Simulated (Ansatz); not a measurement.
BN (zinc blende)

```yaml
crystal:
  lattice:
    - [0.00000, 3.60973, 3.60973]
    - [1.80487, 0.00000, 1.80487]
    - [1.80487, 1.80487, 0.00000]
  atoms:
    - { symbol: N, position: [0.37500, 0.75000, 0.75000] }
    - { symbol: N, position: [0.87500, 0.75000, 0.75000] }
    - { symbol: B, position: [0.00000, 0.00000, 0.00000] }
    - { symbol: B, position: [0.50000, 0.00000, 0.00000] }
```

The atoms are displaced by Q × the pattern below (from a DFPT mode at L = (0.5, 0.0, 0.0), largest move 1; Q in Å), at fixed cell. (q is in reciprocal vectors of the primitive cell; the cell shown is doubled to hold the pattern.)

```json
[
 {"atom": "N1", "x": "-0.577", "y": "0.577", "z": "0.577"},
 {"atom": "N2", "x": "0.577", "y": "-0.577", "z": "-0.577"},
 {"atom": "B3", "x": "0.351", "y": "-0.351", "z": "-0.351"},
 {"atom": "B4", "x": "-0.351", "y": "0.351", "z": "0.351"}
]
```

All values below come from r2SCAN (plane waves to 500 eV, PAW, scalar-relativistic; Ansatz, a first-principles code). k mesh 8×16×16 (Γ-centred), Fermi-Dirac smearing 0.05 eV. Energies are smeared free energies. Left out: 2 of 13 points, with atoms too close for the PAW data. BN was relaxed with its symmetry unable to fall. The zero of ΔE is the undisplaced structure.

```tsv
Q (Å)	ΔE (meV/cell)
-0.2333	withheld
-0.1867	2571
-0.1400	1353
-0.0933	574
-0.0467	139
0.0000	0
0.0467	139
0.0933	574
0.1400	1353
0.1867	2571
0.2333	withheld
```

**Question.** Fit an even polynomial form (powers 2, 4) to the given rows and predict ΔE at Q = -0.2333.

**Answer.** Least squares on the 9 given rows: ΔE = (63100)·Q² + (305500)·Q⁴, in meV/cell with Q in Å; root-mean-square residual 0.9 meV/cell. At -0.2333 the fit gives 4340 meV/cell; the calculation gives 4373 meV/cell, so the extrapolation is off by -33 (-0.8 %). The quadratic term alone would give 3434 meV/cell.

(For displaced atoms, the force is minus the slope of the energy, and its curvature is a force constant, which sets phonon frequencies.)
